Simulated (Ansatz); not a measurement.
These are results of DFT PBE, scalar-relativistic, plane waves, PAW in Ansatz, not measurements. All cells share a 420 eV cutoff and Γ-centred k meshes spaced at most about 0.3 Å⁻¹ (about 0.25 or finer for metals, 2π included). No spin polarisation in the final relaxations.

Each of these unrelaxed guesses is relaxed in cell and atoms within its symmetry. A guess keeps its type if space group and coordination stay and the shape of the cell changes little (axis ratios within about 15 %, angles within 6°); the volume may change.

1. Li4HgS3

```
Li Hg S
1.0
     3.52500    0.00000    0.00000
    -1.76250    3.05274    0.00000
     0.00000    0.00000   13.13580
Li Hg S
4 1 3
Direct
  0.00000 0.00000 0.00000
  0.66667 0.33333 0.39529
  0.00000 0.00000 0.55787
  0.66667 0.33333 0.77893
  0.33333 0.66667 0.22750
  0.66667 0.33333 0.11053
  0.33333 0.66667 0.66840
  0.33333 0.66667 0.88947
```

2. Ti3Al4Ni (collinear spin from parallel moments)

```
Ti Al Ni
1.0
     2.72133    0.00000    0.00000
     0.00000    2.72133    0.00000
     0.00000    0.00000   15.57275
Ti Al Ni
3 4 1
Direct
  0.00000 0.00000 0.75000
  0.00000 0.00000 0.25000
  0.00000 0.00000 0.50000
  0.50000 0.50000 0.87500
  0.50000 0.50000 0.12500
  0.50000 0.50000 0.37500
  0.50000 0.50000 0.62500
  0.00000 0.00000 0.00000
```

Q: Which guesses survive the relaxation?

A: Guess 2 keeps its type.

```tsv
guess	kept	start group	end group	V start (Å³/atom)	V end	b/a and c/a, end over start	nearest neighbours start	nearest neighbours end
1	no	P3m1	P3m1	17.7	17.8	1.00, 0.69	Hg 3, Li 3/6, S 6	Hg 4, Li 3/4/6/9, S 4/6/7
2	yes	P4/mmm	P4/mmm	14.4	15.2	1.00, 0.93	Al 12, Ni 12, Ti 12	Al 12, Ni 12, Ti 12
```

Neighbours count within 15 % of an atom's shortest distance; end groups are read at 0.02 Å (0.05 Å in metals).

Spin–orbit coupling, which can matter for Hg, is left out. Trial moments died out on the coarse mesh in Ti3Al4Ni P4/mmm; another magnetic start might hold. Cells relaxed within their symmetry can be saddle points.

In counts of neighbours, a slash parts the counts of unlike sites.
